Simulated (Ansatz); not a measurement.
Cu3Sn:
```cif
data_Cu6Sn2
_chemical_formula_sum 'Cu6 Sn2'
_space_group_name_H-M_alt 'P63/mmc'
_space_group_IT_number 194
_space_group_name_Hall '-P 6c 2c'
_cell_length_a 5.51483
_cell_length_b 5.51483
_cell_length_c 4.26623
_cell_angle_alpha 90.000
_cell_angle_beta 90.000
_cell_angle_gamma 120.000
loop_
_atom_site_label
_atom_site_type_symbol
_atom_site_symmetry_multiplicity
_atom_site_Wyckoff_symbol
_atom_site_fract_x
_atom_site_fract_y
_atom_site_fract_z
_atom_site_occupancy
Cu1 Cu 6 h 0.31076 0.15538 0.25000 1
Sn1 Sn 2 c 0.33333 0.66667 0.25000 1
```

Relaxed at zero pressure with DFT-r²SCAN in the program Ansatz with PAW potentials.

Q: The volume is lowered by 6 % and shape and atoms relax at that volume. What pressure results, and how do the axes share the change?

A: 9.0 GPa; a -2.3 %, b -2.3 %, c -1.5 %; the energy rises by 22 meV/atom.

Q: Give the new structure.

A: 
Space group P6₃/mmc (No. 194); a = b = 5.386 Å, c = 4.204 Å, α = β = 90.00°, γ = 120.00°

```
atom  site  symmetry       x       y       z
----  ----  --------  ------  ------  ------
Cu      6h       mm2  0.3138  0.1569  0.2500
Sn      2c      -6m2  0.3333  0.6667  0.2500
```

The phase is kept; no other phase was compared at this pressure.

Space group P6_3/mmc. The workflow started from a Materials Project entry (that database holds measured and hypothetical structures alike); the Crystallography Open Database copy checked does not list it. COD files the formula under space group No. 59, 63, so this cell is another polymorph or a model. Its standing as an ambient phase is unchecked. The cell was relaxed with r²SCAN under the symmetry of its start; its stability against distortions is not shown here. No spin polarisation was allowed. Axis ratios of metals converge slowly with the k-mesh, so a and c are less sure than the volume. Scalar-relativistic: spin–orbit coupling is off unless named, which matters more the heavier the elements.

Potentials: the later of the program's two PAW sets.
